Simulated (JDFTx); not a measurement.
```json
{
  "surface": "Ti(0001)",
  "bulk": "Ti, P6_3/mmc, lattice of mp-46 (not re-optimised)",
  "slab": "5 atoms in 5 planes, (1×1), 9.1 Å between the outermost planes",
  "in-plane cell": "2.936 × 2.936 Å, 7.46 Å²",
  "cell_height": "28.3 Å",
  "sampling": "8×8×1 k mesh, Fermi smearing 0.01 Ha, no spin polarisation"
}
```

Adsorbate: NH on both faces at 1.00 monolayer, started hollow above an atom 2.3 Å below the top plane and relaxed in vacuum, keeping the symmetry of the start.

Computed with JDFTx (a modified build): PBE, GBRV ultrasoft potentials, plane waves to 20/100 Ha. The adsorption energy per NH is [E(slab + 2 NH) − E(slab)]/2 − (E(NH3) − E(H2)), with the gas molecules relaxed at the same level and slab energies taken as (E + F)/2, the usual estimate of zero smearing. In reaction energies these potentials put H₂ about 0.03 eV too high against large-basis PBE. Energies are static: no zero-point or thermal terms. Reconstruction of the substrate beyond this cell is outside the model.

Predict the adsorption energy and the geometry, and the change of the work function.

-1.39 eV. N sits 1.04 Å above the highest substrate atom, bound to 3 Ti at 1.99 Å; N–H is 1.03 Å. The work function goes from 4.35 to 2.45 eV. In CANDLE, water, 1 M NaCl, at zero charge, the adsorption energy is -1.40 eV and the potential of zero charge moves from -0.51 to -2.33 V vs SHE (4.44 V convention).
